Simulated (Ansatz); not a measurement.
Input and command of a plane-wave DFT calculation in Ansatz:

```yaml
crystal:
  lattice:
    - [0.0, 2.22, 2.1312]
    - [2.22, 0.0, 2.1312]
    - [2.22, 2.22, 0.0]
  atoms:
    - { symbol: Hf, position: [0.0, 0.0, 0.0] }
basis:
  ecutwfc: 420
kpoints:
  mp_grid: { grid: [18, 18, 18] }
hamiltonian:
  xc: pbesol
scf:
  occupations: { method: gaussian, width: 0.15 }
output:
  forces: true
  stress: true
  eigenvalues: true
```

```bash
ansatz run input.yaml --threads 1 --pin off --max-ram 2560MiB --backend cpu --events-out ev --progress --plain --runs-dir out
```

Processor: Arm Neoverse V1, 1 thread, on a host shared with other jobs.

Problem. How long does it run, and how much memory does it take?

Solution. About 8 s on 1 thread of Arm Neoverse V1, with other jobs on the host, peak memory 0.41 GiB. It solves 17 bands at 480 k points (the mesh reduced by symmetry) with about 395 plane waves, in 6 SCF iterations.
